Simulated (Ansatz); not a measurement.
CdS (zinc blende, space group No. 216), a = b = c = 5.9266 Å, α = β = γ = 90.00°; the cell used has 2 atoms.

Relaxed with PBE. Independent-particle spectrum: no excitons, no local fields, no scissors shift; 0.1 eV broadening; ε₁ of the summed bands alone.

Tabulate the dielectric function from PBE in the plane-wave PAW code Ansatz.



```tsv
E (eV)	ε₁ xx	ε₂ xx
0.0	6.44	0.00
0.3	6.48	0.00
0.6	6.64	0.00
0.9	7.06	0.01
1.2	7.51	0.98
1.5	7.11	1.43
1.8	6.92	1.63
2.1	6.87	1.79
2.4	6.91	1.96
2.7	7.06	2.18
3.0	7.33	2.52
3.3	7.80	3.18
3.6	8.00	5.32
3.9	5.57	5.55
4.2	4.99	4.88
4.5	4.97	4.47
4.8	5.34	4.31
5.1	6.22	4.59
5.4	7.32	7.61
5.7	2.88	8.20
6.0	2.40	8.29
6.3	0.98	6.72
6.6	1.70	5.20
6.9	1.52	8.25
7.2	1.09	6.55
7.5	0.39	8.13
7.8	-2.73	6.99
8.1	-3.34	4.78
8.4	-2.76	3.45
8.7	-2.23	2.77
9.0	-1.85	2.42
9.3	-1.78	1.99
9.6	-1.27	1.49
9.9	-0.67	1.45
10.2	-0.68	1.77
10.5	-0.60	1.63
10.8	-0.46	1.51
11.1	-0.33	1.70
11.4	-0.80	1.65
11.7	-0.64	1.20
12.0	-0.50	1.33
```

From ε at 1.3 eV (xx: 7.35 + 1.21i), find n, k, the normal reflectivity and the absorption coefficient.

n = 2.72, k = 0.222, R = 22 %, α = 2kE/ħc = 29000 cm⁻¹.

With all bands, ε∞ without local fields is 6.59. DFPT, with local fields, gives 6.24.

Space group F-43m (zinc blende). The PBE relaxation kept the symmetry of its start; phonons on a q-mesh show no instability. Scalar-relativistic: spin–orbit coupling is off unless named, which matters more the heavier the elements.

Potentials: the later of the program's two PAW sets.
